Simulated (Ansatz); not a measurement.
Trial structure of Pb3S, not yet relaxed:

```cif
data_structure
_symmetry_space_group_name_H-M 'Pm-3m'
_symmetry_Int_Tables_number 221
_cell_length_a 4.8305
_cell_length_b 4.8305
_cell_length_c 4.8305
_cell_angle_alpha 90.000
_cell_angle_beta 90.000
_cell_angle_gamma 90.000
_cell_volume 112.71
loop_
_atom_site_label
_atom_site_type_symbol
_atom_site_symmetry_multiplicity
_atom_site_Wyckoff_symbol
_atom_site_fract_x
_atom_site_fract_y
_atom_site_fract_z
_atom_site_occupancy
Pb1 Pb 3 c 0.50000 0.50000 0.00000 1
S1 S 1 a 0.00000 0.00000 0.00000 1
```

Method: DFT PBE, scalar-relativistic, plane waves, PAW (Ansatz 0.2.0). Settings: cutoff 420 eV, Γ-centred mesh 4×4×4 on the computed 4-atom cell, Gaussian smearing of 0.10 eV; no spin polarisation.

The zero of energy is the elements' standard structures at the same level; no fitted shifts are applied.

Question: Estimate its pressure, forces and energy as it stands.

Answer: The pressure is 0.4 GPa (near zero), the largest force is 0.00 eV/Å (symmetry fixes the atoms), and the energy is +0.02 eV/atom against the elements. The shortest distance is 3.42 Å.

Question: Is it a good guess?

Answer: A good one: relaxing gains under 0.1 eV/atom (the start's value is from the coarse mesh, so the gain is rough) in 4 ionic steps and ends at +0.05 eV/atom on the finer mesh. The symmetry stays Pm-3m (No. 221). The volume per atom grows by 0.8 %, from 28.2 to 28.4 Å³. The shortest distance goes from 3.42 Å (Pb–S and Pb–Pb) to 3.43 Å (Pb–S and Pb–Pb). Conventional cell: a = 4.844 Å. Pb has 4 S at 3.43 Å and 8 Pb at 3.43 Å; around S lie 12 Pb at 3.43 Å.

The last run used a 10×10×10 mesh for its 4-atom cell and Gaussian smearing of 0.10 eV. These runs have no spin–orbit coupling, which can matter for Pb. The reference form of S is held partly by dispersion forces, which this level lacks. The relaxation can't lower the symmetry of the start, and the grade says only how near the guess is to its own end. A structure relaxed within its symmetry needn't be a true minimum.
